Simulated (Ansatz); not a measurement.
This cell of ZnCu2SnS4 (kesterite type, space group I-4) is off equilibrium:

```xyz
8
Lattice="-2.7702 2.7702 5.5395 2.7702 -2.7702 5.5395 2.7702 2.7702 -5.5395" Properties=species:S:1:pos:R:3 pbc="T T T"
Cu     0.0000     0.0000     0.0000
Cu     0.0000     2.7702     2.7698
Zn     2.7702     0.0000     2.7698
Sn     0.0000     0.0000     5.5395
S      1.4269     1.4701     4.1096
S      1.3433     1.3001    -1.4299
S      1.4701    -1.4269     6.9694
S      1.3001     4.1971     1.4299
```

Level of theory: PBE (plane waves to 420 eV, PAW, scalar-relativistic; Ansatz, a first-principles code). k mesh 9×9×9 (Γ-centred), Fermi-Dirac smearing 0.05 eV. Energies are smeared free energies. Compression counts positive. At this level the bands of ZnCu2SnS4 touch or barely overlap; measurements give the solid a gap. The PAW data are Ansatz's earlier set. ZnCu2SnS4 is run without spin polarisation. ZnCu2SnS4 was relaxed with its symmetry unable to fall.

Task: Give the stress tensor in GPa and the pressure.

Result: 
```
   -2.4      0.0      0.0
    0.0     -2.4      0.0
    0.0      0.0     -2.4
```
The pressure, a third of the trace, is -2.4 GPa.

Task: It is the relaxed cell scaled evenly to V/V₀ = 1.040, atoms relaxed where free. What is its energy relative to the relaxed cell?

Result: 6 meV/atom.

(Under strain, the slope of the energy per volume gives the stress and its curvature an elastic modulus.)
